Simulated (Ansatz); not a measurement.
Total density of states per atom from PBE (plane waves, PAW; program Ansatz), in 0.25 eV bins, energy from the Fermi level:

(E (eV), states/eV/atom): (-6.20, 0.00); (-5.95, 0.01); (-5.70, 0.04); (-5.45, 0.06); (-5.20, 0.08); (-4.95, 0.09); (-4.70, 0.11); (-4.45, 0.14); (-4.20, 0.18); (-3.95, 0.31); (-3.70, 0.57); (-3.45, 1.23); (-3.20, 1.25); (-2.95, 1.17); (-2.70, 1.25); (-2.45, 1.34); (-2.20, 1.50); (-1.95, 1.30); (-1.70, 1.37); (-1.45, 1.10); (-1.20, 0.86); (-0.95, 1.10); (-0.70, 1.76); (-0.45, 1.66); (-0.20, 1.19); (0.05, 0.98); (0.30, 0.81); (0.55, 0.69); (0.80, 1.17); (1.05, 1.58); (1.30, 0.78); (1.55, 1.04); (1.80, 0.98); (2.05, 1.03); (2.30, 1.13); (2.55, 0.85); (2.80, 1.06); (3.05, 1.26); (3.30, 0.96); (3.55, 1.25); (3.80, 1.40)

Q: Which compound is it?
A) NbAs, CsCl type
B) Nb, P6/mmm (Nb on 1a, Nb on 2d)
C) TaGe2, P6/mmm (Ta on 1a, Ge on 2d)
D) B2Ir, P6/mmm (Ir on 1a, B on 2d)

A: B, Nb, P6/mmm (Nb on 1a, Nb on 2d). Within 0.5 eV of the Fermi level: Nb 4d 89 %, Nb 5s 6 %. Projections are on Löwdin-orthogonalised atomic valence shells; empty p or d shells of many metals are not among them.

The start of the workflow was typed in or built on a structure type; neither database checked (COD, Materials Project) lists it. It is not the phase usual at ambient conditions (space group No. 229). Symmetry was held in the PBE relaxation; its stability against distortions is not shown here. No spin polarisation was allowed. Spin–orbit coupling is left out wherever it is not named.

Potentials: the earlier of the program's two PAW sets.
